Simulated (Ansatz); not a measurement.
CaO (rock salt)

```yaml
crystal:
  lattice:
    - [0.00000, 2.39742, 2.39742]
    - [2.39742, 0.00000, 2.39742]
    - [2.39742, 2.39742, 0.00000]
  atoms:
    - { symbol: Ca, position: [0.00000, 0.00000, 0.00000] }
    - { symbol: O, position: [0.50000, 0.50000, 0.50000] }
```

The volume is varied about the relaxed value V₀ at fixed cell shape. Symmetry pins the atoms to their sites.

Computed with r2SCAN (plane waves to 500 eV, PAW, scalar-relativistic; Ansatz, a quantum-chemistry and plane-wave program). k mesh 12×12×12 (Γ-centred), Fermi-Dirac smearing 0.05 eV. Energies are smeared free energies. Compression counts positive. CaO was relaxed with its symmetry unable to fall. ΔE is measured from the relaxed starting cell.

```tsv
V (Å³/atom)	ΔE (meV/atom)
11.575	175.3
12.126	withheld
12.677	37.3
13.228	8.7
13.779	0.0
14.331	7.5
14.882	28.1
15.433	59.2
15.984	98.8
```

Question: Fit a third-order Birch-Murnaghan form (E₀, V₀, B₀, B₀′ free) to the given rows and predict ΔE at V = 12.126.

Answer: Least squares on the 8 given rows: ΔE = E₀ + (9V₀B₀/16)·y²·[2 + (B₀′ − 4)y], y = (V₀/V)^(2/3) − 1, with V₀ = 13.779 Å³/atom, B₀ = 116.9 GPa (160.2 GPa = 1 eV/Å³; the term in eV is multiplied by 1000), B₀′ = 4.33, E₀ = 0.01 meV/atom; root-mean-square residual 0.04 meV/atom. At 12.126 the fit gives 90.8 meV/atom; the calculation gives 90.9 meV/atom, so the interpolation is off by -0.1 (-0.1 %). For the pressure the fit gives 19.7 GPa against the computed 19.7 GPa.

(A scan under strain: stresses follow from slopes of the energy per volume, elastic moduli from its curvatures.)
